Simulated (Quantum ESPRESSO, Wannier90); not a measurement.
SrNiF$_{6}$ (R-3m), plane waves to Wannier functions

```yaml
crystal:
  lattice:
    - [3.55213, 2.05082, 2.20367]
    - [-3.55213, 2.05082, 2.20367]
    - [0.00000, -4.10165, 2.20367]
  atoms:
    - { symbol: Sr, position: [0.50000, 0.50000, 0.50000] }
    - { symbol: Ni, position: [0.00000, 0.00000, 0.00000] }
    - { symbol: F, position: [0.72210, 0.72210, 0.06795] }
    - { symbol: F, position: [0.27790, 0.27790, 0.93205] }
    - { symbol: F, position: [0.06795, 0.72210, 0.72210] }
    - { symbol: F, position: [0.93205, 0.27790, 0.27790] }
    - { symbol: F, position: [0.72210, 0.06795, 0.72210] }
    - { symbol: F, position: [0.27790, 0.93205, 0.27790] }
```

Structure: Materials Project mp-555718, symmetrised, not relaxed again. COD (Crystallography Open Database) has an entry of this formula and space group (matched by these alone). Level: PBEsol, no spin polarisation, no spin-orbit coupling; pw.x of Quantum ESPRESSO at 79 Ry with PseudoDojo potentials, 4×4×4 k-points, Wannier90. Density: 8×8×8 mesh, cold smearing 0.01 Ry.

Base run: 23 functions from bands 15-54 of the 54 computed, start hydrogen-like Ni: d; F: p, frozen window up to 2.71 eV relative to the valence-band maximum, outer window open. Its settings: num_cg_steps = 5, trial_step = 2 and dis_mix_ratio = 0.5 (the program's defaults), conv_tol = 1.0e-6 over 4 steps, num_iter = 400, dis_conv_tol = 1.0e-6, dis_num_iter = 600. One of them is changed at a time.

| run | disentanglement steps | localisation steps | Ω_I (Å²) | Ω_total (Å²) | ended |
|---|---|---|---|---|---|
| base | 3 | 386 | 12.332 | 12.439 | converged |
| num_cg_steps = 0 | 3 | 56 | 12.332 | 12.440 | converged |
| conv_tol = 1.0e-4 | 3 | 10 | 12.332 | 12.440 | converged |
| dis_mix_ratio = 0.2 | 3 | 386 | 12.332 | 12.439 | converged |
